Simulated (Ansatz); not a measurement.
CrPb: energy against total moment

The calculation used Ansatz 0.2.0, DFT PBEsol, scalar-relativistic, plane waves, PAW.

```xyz
2
Lattice="3.4859 0.0000 0.0000 0.0000 3.4859 0.0000 0.0000 0.0000 3.4859" Properties=species:S:1:pos:R:3 pbc="T T T"
Cr    0.0000    0.0000    0.0000
Pb    1.7429    1.7429    1.7429
```

The plane-wave cutoff is 420 eV and the Γ-centred k-mesh is 12×12×12. The occupation rule is Gaussian smearing, 0.1 eV.

The total moment of the cell is held at each value, at fixed atoms.

Site moments are spin moments in atom-centred spheres that scale with the neighbour distance.

```csv
held moment (μB/cell),E above lowest (meV/atom),P (GPa),site moments (μB)
0.00,491.6,-15.0,none over 0.05
0.50,468.7,-14.7,"Cr +0.60, Pb -0.06"
1.00,412.5,-13.8,"Cr +1.16, Pb -0.09"
1.50,330.3,-12.6,"Cr +1.67, Pb -0.11"
2.00,248.1,-10.9,"Cr +2.13, Pb -0.11"
2.50,196.6,-8.4,"Cr +2.60, Pb -0.11"
3.00,125.8,-5.5,"Cr +3.07, Pb -0.13"
3.50,43.4,-2.8,"Cr +3.46, Pb -0.10"
4.00,0.0,-0.1,Cr +3.76
```